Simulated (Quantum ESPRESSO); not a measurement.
# Ga2AlInP4: convergence and cost over cutoff and k mesh

Simulated, not a measurement. The program is pw.x of Quantum ESPRESSO 7.5 (plane-wave density functional theory). The cell is made up: 8 atoms on a zincblende/diamond lattice, with randomly drawn elements, strain and displacements, not relaxed. PseudoDojo standard norm-conserving files (v0.5 for PBE, v0.4.1 for LDA and PBEsol) set the functional; there is no spin polarisation, spin-orbit coupling or dispersion term, and the masses in the input are unused placeholders.

Input of the run in row 4:

```
&control calculation='scf', pseudo_dir='./dojo.nc.sr.pbe.v0_5.standard.upf', outdir='./o', disk_io='medium', tprnfor=.true., tstress=.true. /
&system ibrav=0, nat=8, ntyp=4, nbnd=37, ecutwfc=79.96652505, nosym=.true., tot_charge=0,
 occupations='smearing', smearing='fd', degauss=0.0018374661
/
&electrons conv_thr=7.350e-09, electron_maxstep=60, /
ATOMIC_SPECIES
Al 1.0 Al.upf
Ga 1.0 Ga.upf
In 1.0 In.upf
P 1.0 P.upf
CELL_PARAMETERS angstrom
5.7912 -0.0477 0.0459
-0.0477 5.7529 -0.0465
0.0459 -0.0465 5.6676
ATOMIC_POSITIONS angstrom
Ga 0.012 -0.0114 -0.0314
Ga 0.0154 2.8813 2.7881
Al 2.9397 -0.0384 2.8821
In 2.8898 2.8994 -0.0081
P 1.4259 1.4124 1.4577
P 1.4399 4.2831 4.2156
P 4.3886 1.3979 4.2881
P 4.3855 4.2571 1.3935
K_POINTS automatic
4 4 4 1 1 1
```

The same cell was run at these settings. Meshes are shifted by half a step, and differences are from the last row, which is itself not exact.

```
cutoff (eV)     k mesh  k points solved  threshold (eV)  free energy less the last row's (eV)  pressure (GPa)  largest stress difference (GPa)  largest force difference (eV/Å)  iterations  wall time (s)  k-point pools              processor
        762  2 x 2 x 2                4           1e-04                                 3.845          -29.09                            25.90                            0.029           6             33              1  AMD EPYC, Zen 5 class
       1088  1 x 1 x 1                1           1e-07                                 7.763            0.94                             4.42                            0.193          11             48              1  AMD EPYC, Zen 5 class
        702  4 x 4 x 4               32           1e-07                                 9.202          -60.04                            56.74                            0.008          10            166              1  AMD EPYC, Zen 5 class
       1088  4 x 4 x 4               32           1e-07                                 0.008           -3.37                             0.01                            0.001          10            406              1  AMD EPYC, Zen 5 class
       1377  6 x 6 x 6              108           1e-07                                 0.000           -3.36                             0.00                            0.000          10           2593              1  AMD EPYC, Zen 5 class
```

Each pool is one process. Wall times include start-up and a band step at six k points, which weighs most on the coarsest meshes. The runs were on shared virtual cores whose load varied, so times are rough.